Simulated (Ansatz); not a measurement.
**CdTe from a semilocal functional to hybrids**

```cif
data_structure
_symmetry_space_group_name_H-M 'P 1'
_symmetry_Int_Tables_number 1
_cell_length_a 4.5326
_cell_length_b 4.5326
_cell_length_c 4.5326
_cell_angle_alpha 60.000
_cell_angle_beta 60.000
_cell_angle_gamma 60.000
_cell_volume 65.84
loop_
_atom_site_label
_atom_site_type_symbol
_atom_site_fract_x
_atom_site_fract_y
_atom_site_fract_z
_atom_site_occupancy
Cd1 Cd 0.00000 0.00000 0.00000 1
Te1 Te 0.25000 0.25000 0.25000 1
```

All runs: Ansatz, plane waves and PAW, scalar-relativistic (no spin–orbit coupling), 4×4×4 k-mesh, Gaussian smearing of 0.05 eV, no spin polarisation. Semilocal reference PBE: gap 0.86 eV, pressure 4.5 GPa. The hybrids carry no U.

(1) How do gap and pressure depend on the exact exchange?

## Answers

(1) 
```json
{"functional": "PBE0-type hybrid with an exact-exchange fraction taken as 1/ε∞", "gap": "1.57 eV", "pressure (GPa)": "4.0", "cutoff (eV)": "420", "core-seconds": "40"}
{"functional": "HSE06-type hybrid with an exact-exchange fraction of 0.45 and a screening parameter of 0.5 Å⁻¹", "gap": "1.73 eV", "pressure (GPa)": "3.7", "cutoff (eV)": "420", "core-seconds": "24"}
{"functional": "PBE0-type hybrid with an exact-exchange fraction of 0.15", "gap": "1.77 eV", "pressure (GPa)": "3.8", "cutoff (eV)": "420", "core-seconds": "20"}
{"functional": "r2SCAN0-type hybrid with an exact-exchange fraction taken as 1/ε∞", "gap": "2.09 eV", "pressure (GPa)": "3.2", "cutoff (eV)": "500", "core-seconds": "97"}
{"functional": "revPBE0", "gap": "2.52 eV", "pressure (GPa)": "4.4", "cutoff (eV)": "420", "core-seconds": "20"}
{"functional": "PBE0-type hybrid with an exact-exchange fraction of 0.5", "gap": "4.08 eV", "pressure (GPa)": "2.6", "cutoff (eV)": "420", "core-seconds": "24"}
{"functional": "Hartree-Fock", "gap": "7.62 eV", "pressure (GPa)": "8.2", "cutoff (eV)": "420", "core-seconds": "28"}
```

In the PBE0 form the gap grows almost linearly with the exact-exchange fraction, by 0.65 eV for each tenth. The dielectric-dependent PBE0 form takes the fraction 0.117 = 1/ε∞, that is ε∞ = 8.5. On shared hosts the hybrid runs at the reference's cutoff took roughly 13 to 26 times the core time of the semilocal one on the same mesh, with some more bands. Measured gap: 1.47 eV (direct; 300 K; a printed reference work (textbook)); 1.44 eV (direct; 300 K; a printed reference work (data compilation)).

Caveats: at least one run has a pressure over 8 GPa or diagonal stresses over 5 GPa apart; core times come from shared hosts and scatter; functionals with much or all of the long-range exchange (Hartree–Fock, LC-wPBE, CAM-B3LYP) overshoot the gaps of most solids, bar the widest; gaps are read on a coarse mesh; stress loosely converged.
